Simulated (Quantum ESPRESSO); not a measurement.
# Si6AlN: input and log of a self-consistent run

A calculation, not a measurement. The program is pw.x of Quantum ESPRESSO 7.5 (plane-wave density functional theory). The cell is made up: 8 atoms on a zincblende/diamond lattice, with randomly drawn elements, strain and displacements, not relaxed. PseudoDojo standard norm-conserving files (v0.5 for PBE, v0.4.1 for LDA and PBEsol) set the functional; there is no spin polarisation, spin-orbit coupling or dispersion term, and the masses in the input are unused placeholders.

Input:

```
&control calculation='scf', pseudo_dir='./dojo.nc.sr.pbe.v0_5.standard.upf', outdir='./o', disk_io='medium', tprnfor=.true., tstress=.true. /
&system ibrav=0, nat=8, ntyp=3, nbnd=26, ecutwfc=84.00895049, nosym=.true., tot_charge=0,
 occupations='smearing', smearing='fd', degauss=0.0073498644
/
&electrons conv_thr=7.350e-09, electron_maxstep=60, /
ATOMIC_SPECIES
Al 1.0 Al.upf
N 1.0 N.upf
Si 1.0 Si.upf
CELL_PARAMETERS angstrom
5.413 -0.0013 0.0225
-0.0013 5.4704 -0.0306
0.0225 -0.0306 5.4695
ATOMIC_POSITIONS angstrom
Si -0.0023 -0.0008 0.0341
Si -0.0269 2.8366 2.8105
Si 2.7636 0.0277 2.8115
Si 2.6721 2.6804 0.0499
Al 1.4783 1.4288 1.2956
Si 1.4363 4.03 4.1741
Si 4.0312 1.2373 4.1203
N 4.1477 4.0657 1.3527
K_POINTS automatic
6 6 6 1 1 1
```

The log is shortened where brackets say so; the opening notice, blank lines, dates and the lines on written files are dropped, and the path of the files is cut. It prints rydbergs, bohrs and kilobars, and counts compression as positive stress.

```
     Program PWSCF v.7.5
     Parallel version (MPI & OpenMP), running on       1 processor cores
     Number of MPI processes:                 1
     Threads/MPI process:                     1
     [start-up lines left out]
     bravais-lattice index     =            0
     lattice parameter (alat)  =      10.2292  a.u.
     unit-cell volume          =    1092.8997 (a.u.)^3
     number of atoms/cell      =            8
     number of atomic types    =            3
     number of electrons       =        32.00
     number of Kohn-Sham states=           26
     kinetic-energy cutoff     =      84.0090  Ry
     charge density cutoff     =     336.0358  Ry
     scf convergence threshold =      7.3E-09
     mixing beta               =       0.7000
     number of iterations used =            8  plain     mixing
     Exchange-correlation= PBE
                           (   1   4   3   4   0   0   0)
     [axes and pseudopotential details left out]
   Cartesian axes
     site n.     atom                  positions (alat units)
         1        Si     tau(   1) = (  -0.0004249  -0.0001478   0.0062996  )
         2        Si     tau(   2) = (  -0.0049695   0.5240302   0.5192085  )
         3        Si     tau(   3) = (   0.5105443   0.0051173   0.5193932  )
         4        Si     tau(   4) = (   0.4936407   0.4951740   0.0092185  )
         5        Al     tau(   5) = (   0.2730994   0.2639549   0.2393476  )
         6        Si     tau(   6) = (   0.2653404   0.7444975   0.7711184  )
         7        Si     tau(   7) = (   0.7447192   0.2285774   0.7611794  )
         8        N      tau(   8) = (   0.7662413   0.7510927   0.2498962  )
     number of k points=   108  Fermi-Dirac smearing, width (Ry)=  0.0073
     Number of k-points >= 100: set verbosity='high' to print them.
     Dense  grid:   113685 G-vectors     FFT dimensions: (  60,  64,  64)
     Estimated max dynamical RAM per process >     132.92 MB
     Initial potential from superposition of free atoms
     starting charge      31.9939, renormalised to      32.0000
     Starting wfcs are   32 randomized atomic wfcs
     total cpu time spent up to now is       31.7 secs
     per-process dynamical memory:   105.5 Mb
     Self-consistent Calculation
     iteration #  1     ecut=    84.01 Ry     beta= 0.70
     Davidson diagonalization with overlap
     ethr =  1.00E-02,  avg # of iterations =  4.2
     total cpu time spent up to now is      131.4 secs
     total energy              =     -75.65357044 Ry
     estimated scf accuracy    <       0.46587512 Ry
     iteration #  2     ecut=    84.01 Ry     beta= 0.70
     Davidson diagonalization with overlap
     ethr =  1.46E-03,  avg # of iterations =  3.8
     total cpu time spent up to now is      227.7 secs
     total energy              =     -75.46250178 Ry
     estimated scf accuracy    <       2.41650217 Ry
     iteration #  3     ecut=    84.01 Ry     beta= 0.70
     Davidson diagonalization with overlap
     ethr =  1.46E-03,  avg # of iterations =  2.5
     total cpu time spent up to now is      330.3 secs
     total energy              =     -75.82693999 Ry
     estimated scf accuracy    <       0.07200675 Ry
     iteration #  4     ecut=    84.01 Ry     beta= 0.70
     Davidson diagonalization with overlap
     ethr =  2.25E-04,  avg # of iterations =  4.2
     total cpu time spent up to now is      436.4 secs
     total energy              =     -75.83975817 Ry
     estimated scf accuracy    <       0.00603187 Ry
     iteration #  5     ecut=    84.01 Ry     beta= 0.70
     Davidson diagonalization with overlap
     c_bands:  1 eigenvalues not converged
     c_bands:  1 eigenvalues not converged
     c_bands:  1 eigenvalues not converged
     ethr =  1.88E-05,  avg # of iterations =  9.8
     total cpu time spent up to now is      592.0 secs
     total energy              =     -75.84092277 Ry
     estimated scf accuracy    <       0.00123182 Ry
     iteration #  6     ecut=    84.01 Ry     beta= 0.70
     Davidson diagonalization with overlap
     ethr =  3.85E-06,  avg # of iterations =  4.7
     total cpu time spent up to now is      698.0 secs
     total energy              =     -75.84115056 Ry
     estimated scf accuracy    <       0.00017663 Ry
     iteration #  7     ecut=    84.01 Ry     beta= 0.70
     Davidson diagonalization with overlap
     ethr =  5.52E-07,  avg # of iterations =  1.9
     total cpu time spent up to now is      780.8 secs
     total energy              =     -75.84118116 Ry
     estimated scf accuracy    <       0.00000524 Ry
     iteration #  8     ecut=    84.01 Ry     beta= 0.70
     Davidson diagonalization with overlap
     ethr =  1.64E-08,  avg # of iterations =  3.6
     total cpu time spent up to now is      897.7 secs
     total energy              =     -75.84118386 Ry
     estimated scf accuracy    <       0.00000110 Ry
     iteration #  9     ecut=    84.01 Ry     beta= 0.70
     Davidson diagonalization with overlap
     ethr =  3.45E-09,  avg # of iterations =  2.0
     total cpu time spent up to now is      994.7 secs
     total energy              =     -75.84118404 Ry
     estimated scf accuracy    <       0.00000022 Ry
     iteration # 10     ecut=    84.01 Ry     beta= 0.70
     Davidson diagonalization with overlap
     ethr =  6.75E-10,  avg # of iterations =  2.0
     total cpu time spent up to now is     1093.0 secs
     total energy              =     -75.84118407 Ry
     estimated scf accuracy    <       0.00000003 Ry
     iteration # 11     ecut=    84.01 Ry     beta= 0.70
     Davidson diagonalization with overlap
     ethr =  9.79E-11,  avg # of iterations =  2.0
     total cpu time spent up to now is     1194.8 secs
     End of self-consistent calculation
     Number of k-points >= 100: set verbosity='high' to print the bands.
     the Fermi energy is     5.0494 ev
!    total energy              =     -75.84118408 Ry
     estimated scf accuracy    <          9.5E-10 Ry
     smearing contrib. (-TS)   =      -0.00578571 Ry
     internal energy E=F+TS    =     -75.83539837 Ry
     The total energy is F=E-TS. E is the sum of the following terms:
     one-electron contribution =       7.26070072 Ry
     hartree contribution      =      10.26971156 Ry
     xc contribution           =     -26.19247503 Ry
     ewald contribution        =     -67.17333562 Ry
     convergence has been achieved in  11 iterations
     Forces acting on atoms (cartesian axes, Ry/au):
     atom    1 type  3   force =    -0.03519114   -0.05189939    0.03694946
     atom    2 type  3   force =    -0.03714875   -0.00389324   -0.06412513
     atom    3 type  3   force =    -0.02078849   -0.08244232   -0.06965650
     atom    4 type  3   force =     0.13046226    0.10463138   -0.04749210
     atom    5 type  1   force =    -0.09099932   -0.07254056    0.11002091
     atom    6 type  3   force =    -0.00358432    0.03668638   -0.01695582
     atom    7 type  3   force =     0.05296256    0.05989131    0.03370289
     atom    8 type  2   force =     0.00428718    0.00956643    0.01755629
     Total force =     0.297235     Total SCF correction =     0.000031
     Computing stress (Cartesian axis) and pressure
          total   stress  (Ry/bohr**3)                   (kbar)     P=      -26.05
  -0.00014432   0.00020908   0.00003001          -21.23       30.76        4.42
   0.00020908  -0.00021209  -0.00001514           30.76      -31.20       -2.23
   0.00003001  -0.00001514  -0.00017488            4.42       -2.23      -25.73
     init_run     :     29.37s CPU     31.64s WALL (       1 calls)
     electrons    :   1106.72s CPU   1163.08s WALL (       1 calls)
     forces       :     23.68s CPU     24.02s WALL (       1 calls)
     stress       :     76.02s CPU     76.79s WALL (       1 calls)
     [timing details left out]
     PWSCF        :  20m36.43s CPU  21m37.41s WALL
     JOB DONE.
```

In other units: free energy -1031.872 eV for the cell, pressure -2.61 GPa, largest force component 3.354 eV/Å. A rerun of a related cell, with the same atoms placed differently, at 1437 eV and a 8 x 8 x 8 mesh moved values by no more than 0.005 eV in energy, 0.02 GPa in stress and 0.013 eV/Å in force.